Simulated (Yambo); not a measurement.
Yambo run on Ta₃O₇F (space group Cmmm, No. 65). The wavefunctions are PBEsol (Quantum ESPRESSO, PseudoDojo norm-conserving, 84 Ry, no spin-orbit coupling) ones on a 2×2×4 mesh (44 occupied bands); a = 6.2587 Å, b = 6.2587 Å, c = 3.8479 Å, α = 90.00°, β = 90.00°, γ = 117.99°.

Yambo input:

```
rim_cut
HF_and_locXC
RandQpts= 1000000
RandGvec= 1 Ry
EXXRLvcs= 84 Ry
VXCRLvcs= 336 Ry
% QPkrange
 1 | 1 | 44 | 45 |
 4 | 4 | 44 | 45 |
 6 | 6 | 44 | 45 |
 9 | 9 | 44 | 45 |
%
```

k points by index: 1 = Γ, 4 = (0, -0.5, 0), 6 = (0, -0.5, -0.5), 9 = (-0.5, -0.5, -0.5).

The o-*.hf file then holds:

```
#    K-point    Band    Eo [eV]    Ehf [eV]    Vxc [eV]    Vnlxc [eV]
#
    1    44    -0.556270    -5.515930    -19.95935    -24.91901
    1    45    2.783369    8.753050    -15.56659    -9.596912
    4    44    -0.661251    -5.754338    -19.47697    -24.57006
    4    45    2.281128    7.893714    -15.15335    -9.540764
    6    44    -0.047301    -5.255773    -20.07154    -25.28001
    6    45    3.589298    10.05101    -16.28025    -9.818539
    9    44    0.000000    -5.161525    -20.12595    -25.28747
    9    45    3.255729    9.676260    -16.08727    -9.666735
```
Exchange alone, without screening.

Geometry of the Materials Project entry, not relaxed at this level.

The structure is a Materials Project entry; no match was found in the copy of COD used, and its stability was not checked.
